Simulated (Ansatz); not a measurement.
CsSnI3 (cubic perovskite)

```xyz
5
Lattice="6.2712 0.0000 0.0000 0.0000 6.2712 0.0000 0.0000 0.0000 6.2712" Properties=species:S:1:pos:R:3 pbc="T T T"
Cs     0.0000     0.0000     0.0000
Sn     3.1356     3.1356     3.1356
I      0.0000     3.1356     3.1356
I      3.1356     3.1356     0.0000
I      3.1356     0.0000     3.1356
```

In each cell atom 1 (Cs, nearest neighbour I at 4.434 Å; its periodic images, 6.3 Å or more away, move with it) moves by s·(0.577, 0.577, 0.577) (along Cartesian [111]), the rest being held.

Level of theory: PBE (plane waves to 420 eV, PAW, scalar-relativistic; Ansatz, a program for electronic structure). k mesh 5×5×5 (Γ-centred), Fermi-Dirac smearing 0.05 eV. The energy includes the smearing's −TS. CsSnI3 was relaxed with its symmetry unable to fall. Spin-orbit coupling is left out, though I is heavy. The PAW data are Ansatz's earlier set. This is a high-temperature form of CsSnI3. ΔE is measured from the undisplaced structure.

```
s (Å)   ΔE (meV/cell)
------  -------------
-1.330       withheld
-1.064            197
-0.798             68
-0.532             17
-0.266              2
0.000               0
0.266               2
0.532              17
0.798              68
1.064             197
1.330        withheld
```

Problem. Fit an even polynomial form (powers 2, 4) to the given rows and predict ΔE at s = -1.330.

Solution. Least squares on the 9 given rows: ΔE = (20.93)·s² + (135.2)·s⁴, in meV/cell with s in Å; root-mean-square residual 0.2 meV/cell. At -1.330 the fit gives 460 meV/cell; the calculation gives 466 meV/cell, so the extrapolation is off by -6 (-1.3 %). The quadratic term alone would give 37 meV/cell.

(For displaced atoms, the force is minus the slope of the energy, and its curvature is a force constant, which sets phonon frequencies.)
